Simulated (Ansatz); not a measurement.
## Ge: eigenvalues along the path

```
Ge
1.0
     3.94356    0.00000    0.00000
    -1.97178    3.41522    0.00000
     0.00000    0.00000    6.51019
Ge
4
Direct
  0.66667 0.33333 0.06290
  0.33333 0.66667 0.56290
  0.66667 0.33333 0.43710
  0.33333 0.66667 0.93710
```

Atom numbers follow the list: Ge1, Ge2, Ge3, Ge4.

The cell is the one relaxed in the Materials Project (mp-1007760), not relaxed further here; entries there can be hypothetical. The listed cell was then made from it by scaling, straining or moving an atom.

Method: DFT, PBEsol, all-electron LAPW, scalar-relativistic (Ansatz 0.2.0).

Sampling and basis: a Γ-centred 11×11×6 k mesh, Fermi–Dirac smearing of 0.05 eV, basis error target 1 meV/atom, no spin polarisation.

Path points, in fractions of the reciprocal vectors: Γ (0.000, 0.000, 0.000), M (0.500, 0.000, 0.000), K (0.333, 0.333, 0.000), A (0.000, 0.000, 0.500), L (0.500, 0.000, 0.500), H (0.333, 0.333, 0.500). Levels in eV from the Fermi level; bands 37 to 51, counted from the lowest band of the run. The gap is zero.

```
# k(1/Å) point b37 b38 b39 b40 b41 b42 b43 b44 b45 b46 b47 b48 b49 b50 b51
0.000 Γ -13.18 -11.03 -7.90 -1.62 -1.62 -0.23 -0.10 0.07 0.07 0.27 2.17 2.17 2.70 4.55 4.55
0.184 - -13.07 -10.91 -7.87 -2.74 -1.87 -1.51 -0.45 -0.17 0.81 1.31 2.22 2.52 3.10 4.58 5.01
0.368 - -12.73 -10.57 -7.88 -4.13 -3.26 -2.38 -1.07 -0.67 0.97 1.77 3.18 3.23 3.31 5.42 5.69
0.552 - -12.20 -10.01 -8.19 -4.95 -4.88 -2.85 -1.89 -1.15 0.70 1.86 3.33 3.57 3.74 6.21 6.86
0.736 - -11.53 -9.30 -8.92 -6.24 -5.02 -3.17 -2.68 -1.47 0.45 1.73 3.51 3.63 3.86 6.32 7.03
0.920 M -11.10 -9.43 -8.83 -6.93 -4.88 -3.28 -3.06 -1.58 0.35 1.66 3.42 3.62 4.33 5.67 7.45
1.026 - -11.07 -9.44 -8.79 -6.95 -4.87 -3.51 -3.07 -1.86 0.73 2.04 2.80 4.22 4.40 5.64 7.44
1.132 - -10.95 -9.50 -8.66 -7.00 -4.88 -3.91 -3.13 -2.43 1.65 2.15 2.86 4.68 4.79 5.56 7.39
1.239 - -10.75 -9.61 -8.44 -7.13 -5.02 -4.10 -3.24 -2.97 1.63 2.85 3.68 5.22 5.30 5.39 7.28
1.345 - -10.49 -9.83 -8.14 -7.38 -5.23 -3.99 -3.44 -3.33 1.31 4.15 4.26 5.10 5.41 6.35 6.84
1.451 K -10.15 -10.15 -7.76 -7.76 -5.32 -3.72 -3.72 -3.44 1.21 4.71 4.71 5.19 5.19 6.33 6.92
1.663 - -11.00 -9.31 -8.72 -6.73 -4.97 -4.39 -3.07 -2.96 1.55 3.78 4.11 4.25 5.46 6.01 6.11
1.876 - -11.88 -9.68 -8.42 -5.37 -4.79 -4.09 -2.21 -2.05 2.19 2.87 3.12 3.28 4.97 5.18 5.48
2.088 - -12.59 -10.42 -7.91 -4.34 -3.69 -2.97 -1.17 -1.17 1.87 2.12 2.37 3.52 4.06 4.62 5.47
2.301 - -13.03 -10.88 -7.87 -2.95 -1.99 -1.77 -0.50 -0.28 1.02 1.44 2.10 2.73 3.24 4.47 5.26
2.513 Γ -13.18 -11.03 -7.90 -1.62 -1.62 -0.23 -0.10 0.07 0.07 0.27 2.17 2.17 2.70 4.55 4.55
2.610 - -13.15 -11.14 -7.72 -1.59 -1.59 -1.02 -0.06 -0.01 -0.01 0.96 2.24 2.24 2.69 4.47 4.47
2.706 - -13.05 -11.42 -7.26 -2.04 -1.51 -1.51 -0.19 -0.19 0.04 1.43 2.43 2.43 2.94 4.26 4.26
2.803 - -12.90 -11.76 -6.60 -3.04 -1.37 -1.37 -0.44 -0.44 0.20 1.33 2.69 2.69 3.72 3.97 3.97
2.899 - -12.68 -12.10 -5.82 -4.02 -1.19 -1.19 -0.71 -0.71 0.43 1.02 2.99 2.99 3.64 3.64 4.70
2.996 A -12.42 -12.42 -4.95 -4.95 -0.96 -0.96 -0.96 -0.96 0.71 0.71 3.31 3.31 3.31 3.31 5.73
3.180 - -12.31 -12.31 -5.02 -5.02 -1.93 -1.93 -1.20 -1.20 1.55 1.55 3.16 3.16 3.72 3.72 5.54
3.364 - -11.97 -11.97 -5.45 -5.45 -2.89 -2.89 -1.70 -1.70 1.51 1.51 3.71 3.71 4.68 4.68 5.19
3.548 - -11.45 -11.45 -6.46 -6.46 -3.06 -3.06 -2.17 -2.17 0.97 0.97 3.07 3.07 5.62 5.62 6.61
3.732 - -10.82 -10.82 -7.57 -7.57 -2.86 -2.86 -2.49 -2.49 0.57 0.57 2.27 2.27 6.05 6.05 7.61
3.916 L -10.44 -10.44 -8.12 -8.12 -2.73 -2.73 -2.60 -2.60 0.43 0.43 1.95 1.95 6.14 6.14 7.62
4.022 - -10.41 -10.41 -8.12 -8.12 -3.07 -3.07 -2.48 -2.48 0.64 0.64 2.12 2.12 5.74 5.74 7.95
4.128 - -10.31 -10.31 -8.15 -8.15 -3.62 -3.62 -2.39 -2.39 0.97 0.97 2.72 2.72 5.08 5.08 8.18
4.234 - -10.17 -10.17 -8.22 -8.22 -4.14 -4.14 -2.30 -2.30 1.14 1.14 3.71 3.71 4.54 4.54 7.75
4.340 - -10.01 -10.01 -8.32 -8.32 -4.48 -4.48 -2.22 -2.22 1.19 1.19 4.07 4.07 5.05 5.05 7.09
4.447 H -9.92 -9.92 -8.39 -8.39 -4.59 -4.59 -2.18 -2.18 1.19 1.19 3.97 3.97 5.84 5.84 6.77
4.659 - -10.35 -10.35 -7.93 -7.93 -4.22 -4.22 -2.37 -2.37 1.37 1.37 4.22 4.22 4.84 4.84 5.79
4.872 - -11.15 -11.15 -6.86 -6.86 -3.33 -3.33 -2.78 -2.78 1.97 1.97 3.62 3.62 4.52 4.52 5.56
5.084 - -11.83 -11.83 -5.68 -5.68 -2.92 -2.92 -2.24 -2.24 2.44 2.44 2.88 2.88 4.63 4.63 5.53
5.296 - -12.27 -12.27 -5.05 -5.05 -2.10 -2.10 -1.32 -1.32 1.76 1.76 2.99 2.99 3.96 3.96 5.44
5.509 A -12.42 -12.42 -4.95 -4.95 -0.96 -0.96 -0.96 -0.96 0.71 0.71 3.31 3.31 3.31 3.31 5.73
```
